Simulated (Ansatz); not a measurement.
Consider the following.

ZnGeO$_{3}$:
```cif
data_Ge6O18Zn6
_chemical_formula_sum 'Zn6 Ge6 O18'
_space_group_name_H-M_alt 'R-3 :H'
_space_group_IT_number 148
_space_group_name_Hall '-R 3'
_cell_length_a 4.98168
_cell_length_b 4.98168
_cell_length_c 13.82973
_cell_angle_alpha 90.000
_cell_angle_beta 90.000
_cell_angle_gamma 120.000
loop_
_atom_site_label
_atom_site_type_symbol
_atom_site_symmetry_multiplicity
_atom_site_Wyckoff_symbol
_atom_site_fract_x
_atom_site_fract_y
_atom_site_fract_z
_atom_site_occupancy
Zn1 Zn 6 c 0.00000 0.00000 0.36803 1
Ge1 Ge 6 c 0.00000 0.00000 0.15614 1
O1 O 18 f 0.31742 0.02757 0.24358 1
```
(The calculation used a cell of 10 atoms; values per cell refer to that cell.)

This is the PBEsol-relaxed structure.

Problem. All from DFT-PBEsol in the program Ansatz with PAW potentials, unless another level is named. Predict the band gap.

Solution. 2.37 eV (indirect).

Problem. Next, the electron effective mass?

Solution. 0.23 mₑ (isotropic).

Problem. And the formation energy from the elements (no fitted shifts)?

Solution. -1.61 eV/atom.

Problem. Predict the smallest direct gap on the standard path.

Solution. 2.53 eV.

Problem. What about the conduction-band minimum?

Solution. at Γ.

The workflow started from a Materials Project entry (that database holds measured and hypothetical structures alike); the Crystallography Open Database copy checked does not list it. Its standing as an ambient phase is unchecked. Symmetry was held in the PBEsol relaxation; its stability against distortions is not shown here. The references are the lowest solids computed at this level, not always the standard phases (solids in place of the gases). Scalar-relativistic: spin–orbit coupling is off unless named, which matters more the heavier the elements.

Potentials: the later of the program's two PAW sets.
